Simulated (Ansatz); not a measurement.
The cell comes from COD entry 9008813, which wasn't checked; take it as a given geometry. The listed cell was then made from it by scaling, straining or moving an atom.

CuPd: DFT, PBEsol, all-electron PAW with datasets made for the crystal, scalar-relativistic (Ansatz 0.2.0). What sets it apart from a plain run of this crystal: volume scaled by 1.06.

Command: `ansatz run input.yaml --threads 1 --pin off --max-ram 3072MiB --backend cpu --events-out ev --progress --plain --runs-dir out` The run took 7.3 s on 1 thread of AMD EPYC 9R45 96-Core Processor (Zen 5), with other jobs on the host, peak memory 0.65 GiB.

```yaml
crystal:
  lattice:
    - [3.0466031134, 0.0, 0.0]
    - [0.0, 3.0466031134, 0.0]
    - [0.0, 0.0, 3.0466031134]
  atoms:
    - { symbol: Cu, position: [0.0, 0.0, 0.0] }
    - { symbol: Pd, position: [0.5, 0.5, 0.5] }
kpoints:
  mp_grid: { grid: [14, 14, 14] }
scf:
  occupations: { method: fermi_dirac, width: 0.05 }
hamiltonian:
  xc: pbesol
  pseudopotentials: { kind: all_electron, datasets: crystal }
output:
  forces: true
  stress: true
  eigenvalues: true
  efg: { contact_densities: true }
```

Output (standing set-up lines are left out):

```
hamiltonian.pseudopotentials.datasets: crystal makes datasets for this crystal and solves the spheres of its atoms anew in each pass: cutoff 280.0 eV, the density's 1120.0 eV; for an error of 0.50 meV an atom under PBE, 1.0 meV for the cell; an energy difference from a run of another recipe may be off by several times the error for the cell, under r2SCAN by more, where some 0.1 meV an atom stays at smaller errors; Cu in spheres of 1.296 Å, 11 of its electrons in bands, 8 on its site; Pd in spheres of 1.339 Å, 10 of its electrons in bands, 8 on its site; only band paths and densities of states list, in semicore columns, the levels of the semicore shells that are solved separately: 3s of Cu, 3p of Cu, 4s of Pd, 4p of Pd
Pseudopotential: Cu, paw, valence charge 19, recommended cutoff 280 eV (normal), Koelling and Harmon's equation, gaussian nucleus
Pseudopotential: Pd, paw, valence charge 18, recommended cutoff 280 eV (normal), Koelling and Harmon's equation, gaussian nucleus
Crystal: 2 atoms, lattice volume = 28.278 Å³
Basis set: ecut = 280 eV, 305 PW (Γ), exchange–correlation on 36×36×36 points (8 copies of the dense FFT grid, shifted against one another)
PAW one-centre angular grid: Cu, 590 points (default); XC on its mesh's 1907 points in the sphere
PAW one-centre angular grid: Pd, 590 points (default); XC on its mesh's 1867 points in the sphere
iter 1 solved again at ethr=3.79e-2 eV; its pass at ethr=1.00e-1 eV (dr2=7.97e0 eV) is discarded
SCF iter   1: F=—  HF=-182239.929346 eV  |F-HF|=—  |Δ(HF+E_count)|=         —  Δρ=1.70e-1  dr2=8.01e0  ethr=3.79e-2  ⟨swp⟩=2.1  Hψ=9687  notcnv=0
preconditioner: auto → none  [metal: Δε(μ)=0.001 eV  Ē_g=9.357 eV  σ=0.050 eV  W_gap=0.01  n_scr=6 (ndim 8)  ℏωp=32.0 eV  f_vac=0.000  D(μ)=2.88/eV (n_scr^D=32)  sad-step TF]
SCF iter   2: F=—  HF=-182241.259144 eV  |F-HF|=—  |Δ(HF+E_count)|=    1.33e0  Δρ=1.31e-1  dr2=5.73e0  ethr=3.79e-2  ⟨swp⟩=3.0  Hψ=4673  notcnv=0  defer=1
iter 3 solved again at ethr=9.05e-4 eV; its pass at ethr=2.73e-2 eV (dr2=1.90e-1 eV) is discarded
SCF iter   3: F=—  HF=-182238.601886 eV  |F-HF|=—  |Δ(HF+E_count)|=    2.66e0  Δρ=2.18e-2  dr2=1.93e-1  ethr=9.05e-4  ⟨swp⟩=2.6  Hψ=7743  notcnv=0  defer=2
SCF iter   4: F=—  HF=-182238.529500 eV  |F-HF|=—  |Δ(HF+E_count)|=   7.24e-2  Δρ=1.34e-2  dr2=5.89e-2  ethr=9.05e-4  ⟨swp⟩=3.0  Hψ=3946  notcnv=0  defer=2
SCF iter   5: F=—  HF=-182238.513069 eV  |F-HF|=—  |Δ(HF+E_count)|=   1.64e-2  Δρ=3.77e-3  dr2=4.97e-3  ethr=2.80e-4  ⟨swp⟩=2.3  Hψ=4496  notcnv=0  defer=3
SCF iter   6: F=—  HF=-182238.517983 eV  |F-HF|=—  |Δ(HF+E_count)|=   4.91e-3  Δρ=8.06e-3  dr2=1.94e-2  ethr=2.37e-5  ⟨swp⟩=3.0  Hψ=4446  notcnv=0
SCF iter   7: F=—  HF=-182238.515561 eV  |F-HF|=—  |Δ(HF+E_count)|=   2.42e-3  Δρ=2.35e-3  dr2=1.79e-3  ethr=2.37e-5  ⟨swp⟩=3.0  Hψ=3550  notcnv=0
SCF iter   8: F=—  HF=-182238.517195 eV  |F-HF|=—  |Δ(HF+E_count)|=   1.63e-3  Δρ=3.05e-4  dr2=2.04e-5  ethr=8.50e-6  ⟨swp⟩=2.0  Hψ=3936  notcnv=0
SCF iter   9: F=—  HF=-182238.517201 eV  |F-HF|=—  |Δ(HF+E_count)|=   6.89e-6  Δρ=2.03e-4  dr2=1.64e-5  ethr=9.72e-8  ⟨swp⟩=3.0  Hψ=3888  notcnv=0
SCF iter  10: F=—  HF=-182238.517200 eV  |F-HF|=—  |Δ(HF+E_count)|=   1.72e-6  Δρ=3.46e-5  dr2=3.23e-7  ethr=7.81e-8  ⟨swp⟩=2.0  Hψ=3077  notcnv=0
SCF iter  11: F=—  HF=-182238.517200 eV  |F-HF|=—  |Δ(HF+E_count)|=   4.57e-8  Δρ=2.05e-5  dr2=1.40e-7  ethr=1.54e-9  ⟨swp⟩=3.0  Hψ=3850  notcnv=0
SCF iter  12: F=-182238.517200 eV  HF=-182238.517200 eV  |F-HF|=5.82e-11  |Δ(HF+E_count)|=   2.48e-8  Δρ=4.86e-7  dr2=5.55e-11  ethr=6.66e-10  ⟨swp⟩=2.1  Hψ=3082  notcnv=0  defer=1
SCF 1 converged in 12 iterations: F = -182238.517195 eV  dr2 = 5.55e-11
  Residual-converged pass: ⟨swp⟩=3.0  Hψ=4151  notcnv=0  max |occ|·‖R‖ = 5.2e-6 eV (tolerance 5.3e-6 eV)  dr2=2.47e-11  dr2_onsite=5.91e-11  max |Δocc| = 3.6e-10
  greatest PAW one-centre occupation: 0.950 electrons in one spin orbital (limit 2), on the Cu atom at site 0 (counted from 0), in its partial waves of l = 2
SCF converged after 12 iterations
Free energy (F): -182238.517195 eV
Harris-Foulkes:  -182238.517195 eV  (|F-HF|=5.82e-11)
Internal energy: -182238.504129 eV  (E = F + TS)
E sigma→0 (E₀):  -182238.510662 eV
Entropy (-TS):   -0.013067 eV (-6.533 meV/atom)
Past the cutoff: the bands carry plane waves up to 1.75 times it, of which those up to 1.5 times it add -0.000540 eV an atom, each by itself; the spheres take 0.000379 eV an atom off the energy for waves past 1.75 times it
By the cutoff:   a pressure is off by up to 0.010 GPa (1.2 times the spheres' own share and the shells' term, over an atom's volume, and 0.004 GPa: a bound that held against runs at twice the plane waves)
Past the cutoffs: a stress includes 0.0036 GPa for waves and charges beyond them, in addition to the slope of what the spheres take
In the spheres:  the bands' charges fall short by 3.4e-7 e at most (sound up to 1e-3), those of shells solved beside the bands by 4.8e-7 e (sound up to 5e-4)
Fermi energy:    17.252028 eV
--- Per-component energies (eV) ---
  The terms above E_closure are by the made datasets' own strengths, without shells solved beside the bands.
--- Forces (eV/Å), atoms counted from 1 ---
  atom   1  Cu    -0.00000000    -0.00000000     0.00000000
  atom   2  Pd     0.00000000     0.00000000    -0.00000000
  max |Σ_I F_I| component: 9.86e-31 eV/Å
--- Stress (GPa, compression-positive) ---
      -12.567431      -0.000000       0.000000
       -0.000000     -12.567431       0.000000
        0.000000       0.000000     -12.567431
  P = ⅓ Tr σ = -12.5674 GPa (-125.674 kbar)
  It holds what live shells' own plane waves past their cutoff add
--- PAW observables at the nuclei: V_zz in 10²¹ V/m², potentials from the cell's mean, atoms counted from 1 ---
  atom   1  Cu V_zz =    -0.000000   η = 0.0000   by run symmetry: forbidden
            electrostatic potential = -3761.676631 V   contact ρ = 147323.149329 e/Å³
  atom   2  Pd V_zz =    -0.000000   η = 0.0000   by run symmetry: forbidden
            electrostatic potential = -7249.976578 V   contact ρ = 864338.653677 e/Å³
--- Band table (eV; the first three rows and the last of 120) ---
  k-point 0: bands = ["9.8396", "13.1228", "13.1228", "15.0258", "15.0258", "15.0258", "16.2510", "16.2510", "17.1326", "17.1326", "17.1326", "25.8970", "25.8970"]
  k-point 1: bands = ["9.9335", "13.1591", "13.1682", "15.0250", "15.0250", "15.0494", "16.2147", "16.2656", "17.0495", "17.0495", "17.1069", "25.2802", "26.0858"]
  k-point 2: bands = ["10.2110", "13.2661", "13.2953", "15.0254", "15.0254", "15.1192", "16.1072", "16.3076", "16.8253", "16.8253", "17.0314", "23.9131", "26.6258"]
  k-point 119: bands = ["13.6979", "13.6979", "13.6979", "14.8404", "14.8404", "14.8404", "16.1320", "16.1320", "17.0693", "17.0693", "23.2555", "24.8923", "24.8923"]
```

Spin polarisation is left out, and whether a magnetic state lies lower isn't shown here.
